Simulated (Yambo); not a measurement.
Quantum ESPRESSO input (PBEsol, PseudoDojo standard norm-conserving files, scalar-relativistic) whose wavefunctions are converted with p2y:

```
&CONTROL
  calculation = 'nscf'
  pseudo_dir = './pseudo'
  outdir = './out'
/
&SYSTEM
  ibrav = 0
  nat = 2
  ntyp = 2
  ecutwfc = 74.0
  ecutrho = 296.0
  occupations = 'fixed'
  force_symmorphic = .true.
  nbnd = 127
/
&ELECTRONS
  conv_thr = 2e-09
  diago_full_acc = .true.
  diago_thr_init = 1e-08
/
ATOMIC_SPECIES
K 39.0983 K.upf
Br 79.9040 Br.upf
CELL_PARAMETERS angstrom
  0.000000000000   3.274333585000   3.274333585000
  3.274333585000   0.000000000000   3.274333585000
  3.274333585000   3.274333585000   0.000000000000
ATOMIC_POSITIONS crystal
K   0.000000000000   0.000000000000   0.000000000000
Br   0.500000000000   0.500000000000   0.500000000000
K_POINTS automatic
2 2 2 0 0 0
```

Yambo's initialisation report on symmetry, reciprocal space, the k grid and the gaps on this mesh:

```
  [02.02] Symmetries
  ==================

  Inversion symmetry    : yes
  Spatial inversion     : yes
  Inversion index       :  25
  K-space Time-reversal : no
  Magnetic symmetries   : no
  Group table correct   : yes
  Symmetries units      :  [cc]

  [02.03] Reciprocal space
  ========================

  nG shells         :   385
  nG charge         :   40821
  nG WFs            :   5929
  nC WFs            :   5120
  G-vecs. in first 38 shells:  [ Number ]
     1    9   15   27   51   59   65   89  113
    137   169   181   229   259   283   307   331   339
    387   411   459   531   537   561   609   645   701
    725   749   821   869   893   941   965  1037  1067
   1139  1211
  ...
  Shell energy in first 38 shells:  [ mHa ]
    0.00000      386.676      515.568      1031.14      1417.81      1546.70      2062.27      2448.95      2577.84
    3093.41      3480.09      4124.55      4511.22      4640.11      5155.68      5542.36      5671.25      6186.82
    6573.50      6702.39      7217.96      7604.63      8249.09      8635.77      8764.66      9280.23      9666.90
    9795.80      10311.4      10698.0      10826.9      11342.5      11729.2      12373.6      12760.3      12889.2
    13404.8      13791.5
  ...

  [02.04] K-grid lattice
  ======================

  Compatible Grid is   : 3D
  Base K vectors       :  K_min[ 1 ]  K_min[ 2 ]  K_min[ 3 ]
  K_min[ 1 ] :  0.500000  0.500000  0.500000 [rlu]
  K_min[ 2 ] : -0.500000  0.000000  0.000000 [rlu]
  K_min[ 3 ] :  0.000000 -0.500000  0.000000 [rlu]
  Grid dimensions      :  2  2  2
  K lattice UC volume  :  0.065442 [a.u.]

  IBZ K-points                                      :  3
  BZ  K-points                                      :   8

  K/Q-points units:
  rlu = crystal or reduced units; cc = cartesian coordinates; iku = interal k-units

  K [1]          [rlu]:  0.000000  0.000000  0.000000
         WF components:   5029
  K [2]          [rlu]:  0.000000  0.000000 -0.500000
         WF components:   5120
  K [3]          [rlu]:  0.000000 -0.500000 -0.500000
         WF components:   5104

  [02.05] Energies & Occupations
  ==============================

  [X] === General ===
  [X] Electronic Temperature                        :  0.000000  0.000000 [eV K]
  [X] Bosonic    Temperature                        :  0.000000  0.000000 [eV K]
  [X] Finite Temperature mode                       : no
  [X] El. density                                   :  0.22789E+24 [cm-3]
  [X] Fermi Level                                   :  1.188500 [eV]

  [X] === Gaps and Widths ===
  [X] Conduction Band Min                           :  4.339876 [eV]
  [X] Valence Band Max                              :  0.000000 [eV]
  [X] Filled Bands                                  :   8
  [X] Empty Bands                                   :    9  127
  [X] Direct Gap                                    :  4.339876 [eV]
  [X] Direct Gap localized at k                     :  1
  [X] Indirect Gap                                  :  4.339876 [eV]
  [X] Indirect Gap between kpts                     :  1  1
  [X] Last valence band width                       :  0.360461 [eV]
  [X] 1st conduction band width                     :  2.145857 [eV]
```
The gaps are PBEsol values on this mesh alone; only operations without fractional translations are kept.

Spin-orbit coupling is not included.

Geometry relaxed with PBEsol.
